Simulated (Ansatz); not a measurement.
Question: Tl (hcp (Mg type), space group No. 194) is relaxed with PBEsol (plane waves, PAW; program Ansatz). What lattice parameters of the conventional cell result?

Answer: a = 3.460 Å, c = 5.514 Å.

Space group P6_3/mmc (hcp (Mg type)). The cell was relaxed with PBEsol under the symmetry of its start. Axis ratios of metals converge slowly with the k-mesh, so a and c are less sure than the volume. Scalar-relativistic: spin–orbit coupling is off unless named, which matters more the heavier the elements.

Potentials: the later of the program's two PAW sets.
